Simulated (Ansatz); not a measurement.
Data sheet: SiSnO₃ (DFT)

SiSnO3:
```xyz
5
Lattice="3.4652 0.0000 0.0000 0.0000 3.4652 0.0000 0.0000 0.0000 4.7361" Properties=species:S:1:pos:R:3 pbc="T T T"
Si     1.7326     1.7326     2.3264
Sn     0.0000     0.0000     0.0997
O      1.7326     1.7326     3.9415
O      1.7326     0.0000     1.8034
O      0.0000     1.7326     1.8034
```

Space group P4mm (No. 99); conventional cell a = b = 3.465 Å, c = 4.736 Å, α = β = γ = 90.00°.

Method: plane-wave PAW r²SCAN (Ansatz code). Structure relaxed to zero pressure with the same functional. Other levels are named where they apply.

Cell and energy:

| Item | Value |
|---|---|
| Volume per atom | 11.37 Å³ |
| Density | 5.69 g/cm³ |
| Formation energy from the elements (no fitted shifts) | -1934 meV/atom |

Electronic structure:

| Property | Value |
|---|---|
| Band gap | 1.32 eV (indirect) |
| Valence-band maximum | at X |
| Conduction-band minimum | at Γ |
| Smallest direct gap on the standard path | 1.92 eV |
| Electron effective mass | 0.39, 0.39, 0.87 mₑ (principal values) |
| Electron effective mass with spin–orbit coupling | 0.39, 0.39, 0.87 mₑ (principal values) |
| Hole effective mass | 0.20, 0.67, 1.5 mₑ (principal values) |
| HSE06 gap on the r²SCAN cell | 1.89 eV |
| Gap with spin–orbit coupling | 1.32 eV |

Mechanics:

| Quantity | Value |
|---|---|
| Bulk modulus (Birch–Murnaghan fit) | 101 GPa |
| Pressure derivative B′ | 4.1 |

Charges:

| Property | Result |
|---|---|
| Bader charges | Si +3.30, Sn +1.49, O -1.60 to -1.58 e |

The cell is a constructed one: a structure type filled with these elements; neither database checked (COD, Materials Project) lists it. Its standing as an ambient phase is unchecked. The cell was relaxed with r²SCAN under the symmetry of its start; whether a distortion lowers the energy is not shown. The references are the lowest solids computed at this level, not always the standard phases (solids in place of the gases). Scalar-relativistic: spin–orbit coupling is off unless named, which matters more the heavier the elements.

Potentials: the earlier of the program's two PAW sets.
